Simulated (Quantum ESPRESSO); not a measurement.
## Band energies of N

```
N
1.0
    4.08406     0.00000     0.00000
    0.00000     4.08406     0.00000
    0.00000     0.00000     5.34591
N
4
Direct
  0.90428   0.90428   0.00000
  0.09572   0.09572   0.00000
  0.59572   0.40428   0.50000
  0.40428   0.59572   0.50000
```

LDA (Quantum ESPRESSO, PseudoDojo norm-conserving, 84 Ry, without SOC); path ΓXMΓZRAZ,XR,MA; energies in eV from the valence-band maximum.

```csv
k (1/Å),point,band 6,band 7,band 8,band 9,band 10,band 11,band 12,band 13
0.00,Γ,-1.52,-1.52,-1.43,-1.07,-0.20,6.72,7.63,8.01
0.55,,-1.76,-1.67,-1.59,-0.44,-0.16,7.45,7.82,7.84
0.77,X,-1.74,-1.73,-1.73,-0.24,-0.24,7.78,7.78,7.79
1.10,,-1.81,-1.72,-1.72,-0.15,-0.15,7.69,7.69,8.07
1.54,M,-1.88,-1.69,-1.69,-0.04,-0.04,7.54,7.54,8.56
1.65,,-1.88,-1.70,-1.68,-0.05,-0.04,7.55,7.56,8.50
2.30,,-1.72,-1.60,-1.48,-0.71,-0.15,7.05,7.81,7.91
2.63,Γ,-1.52,-1.52,-1.43,-1.07,-0.20,6.72,7.63,8.01
2.86,,-1.62,-1.53,-1.53,-0.86,-0.24,6.80,7.53,8.00
3.21,Z,-1.94,-1.54,-1.54,-0.46,-0.46,7.15,7.15,7.99
3.43,,-1.93,-1.55,-1.55,-0.42,-0.42,7.24,7.24,7.96
3.98,R,-1.86,-1.53,-1.53,-0.30,-0.30,7.40,7.40,8.10
4.08,,-1.87,-1.54,-1.54,-0.29,-0.29,7.42,7.42,8.11
4.56,,-1.95,-1.69,-1.69,-0.03,-0.03,7.57,7.57,8.46
4.75,A,-1.94,-1.72,-1.72,0.00,0.00,7.57,7.57,8.56
5.05,,-1.88,-1.70,-1.62,-0.09,-0.07,7.56,7.59,8.29
5.64,,-1.88,-1.58,-1.52,-0.43,-0.42,7.21,7.25,7.93
5.84,Z,-1.94,-1.54,-1.54,-0.46,-0.46,7.15,7.15,7.99
5.84,X,-1.74,-1.73,-1.73,-0.24,-0.24,7.78,7.78,7.79
6.04,,-1.81,-1.64,-1.64,-0.26,-0.26,7.60,7.60,7.95
6.43,R,-1.86,-1.53,-1.53,-0.30,-0.30,7.40,7.40,8.10
6.43,M,-1.88,-1.69,-1.69,-0.04,-0.04,7.54,7.54,8.56
7.02,A,-1.94,-1.72,-1.72,0.00,0.00,7.57,7.57,8.56
```

The LDA gap is indirect, 6.72 eV, from A to Γ; the smallest direct gap is 6.92 eV.

Geometry of the Materials Project entry, not relaxed at this level.

The structure is a Materials Project entry; no match was found in the copy of COD used, and its stability was not checked.

The distance between layers or molecules is the database entry's, not relaxed here. Functionals without dispersion can leave it too large, which widens gaps and weakens the response across layers: the numbers belong to this cell.
